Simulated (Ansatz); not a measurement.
CdO:
```yaml
crystal:
  lattice:
    - [6.28845, 0.00000, 0.00000]
    - [0.00000, 6.28845, 0.00000]
    - [0.00000, 0.00000, 6.28845]
  atoms:
    - { symbol: Cd, position: [0.25000, 0.00000, 0.50000] }
    - { symbol: Cd, position: [0.50000, 0.25000, 0.00000] }
    - { symbol: Cd, position: [0.50000, 0.75000, 0.00000] }
    - { symbol: Cd, position: [0.75000, 0.00000, 0.50000] }
    - { symbol: Cd, position: [0.00000, 0.50000, 0.75000] }
    - { symbol: Cd, position: [0.00000, 0.50000, 0.25000] }
    - { symbol: O, position: [0.25000, 0.50000, 0.00000] }
    - { symbol: O, position: [0.00000, 0.25000, 0.50000] }
    - { symbol: O, position: [0.00000, 0.75000, 0.50000] }
    - { symbol: O, position: [0.75000, 0.50000, 0.00000] }
    - { symbol: O, position: [0.50000, 0.00000, 0.75000] }
    - { symbol: O, position: [0.50000, 0.00000, 0.25000] }
```

PBE (plane waves, PAW; program Ansatz) gives a gap of 0.31 eV without spin–orbit coupling, maximum at Γ, minimum at Γ.

Problem. What happens when spin–orbit coupling is switched on?

Solution. The gap falls by 0.01 eV, to 0.30 eV; maximum at Γ, minimum at Γ.

Problem. Give the electron effective mass with spin–orbit coupling.

Solution. 0.081 mₑ (isotropic).

Problem. Give the hole effective mass with spin–orbit coupling.

Solution. 0.24 mₑ (isotropic).

Space group Pm-3n. The start of the workflow was typed in or built on a structure type; neither database checked (COD, Materials Project) lists it. It is not the phase usual at ambient conditions (space group No. 225). The cell was relaxed with PBE under the symmetry of its start; its stability against distortions is not shown here. The volume moved by 22 % from the start of the relaxation.

Potentials: the earlier of the program's two PAW sets.
